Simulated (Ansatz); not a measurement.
YSi₂Rh₂:
Space group I4/mmm (No. 139); a = 4.040 Å, b = 4.040 Å, c = 9.951 Å, α = 90.00°, β = 90.00°, γ = 90.00°

```csv
atom,site,symmetry,x,y,z
Rh,4d,-4m2,0.0000,0.5000,0.2500
Y,2a,4/mmm,0.0000,0.0000,0.0000
Si,4e,4mm,0.0000,0.0000,0.3776
```
(The calculation used a cell of 5 atoms; values per cell refer to that cell.)

Relaxed with r²SCAN.

Problem. Tabulate the valence density and the electron localisation function along the shortest Si–Si contact (2.44 Å), plane-wave PAW r²SCAN (Ansatz code).

Solution. 

```tsv
distance from Si (Å)	density (e/Å³)	ELF
0.24	0.09	0.30
0.37	0.17	0.24
0.49	0.28	0.34
0.61	0.38	0.54
0.73	0.45	0.71
0.85	0.48	0.80
0.97	0.48	0.84
1.10	0.47	0.84
1.22	0.47	0.85
1.34	0.47	0.84
1.46	0.48	0.84
1.58	0.48	0.80
1.71	0.45	0.71
1.83	0.38	0.54
1.95	0.28	0.34
2.07	0.17	0.24
2.19	0.09	0.30
```

The density is the valence pseudo-density with augmentation charge, so density and ELF within about 1 Å of a nucleus are not all-electron values.

The workflow started from an entry of the Crystallography Open Database (COD). Whether it is the stable phase at ambient conditions was not checked. Symmetry was held in the r²SCAN relaxation; whether a distortion lowers the energy is not shown. The run is not spin-polarised.

Potentials: the later of the program's two PAW sets.
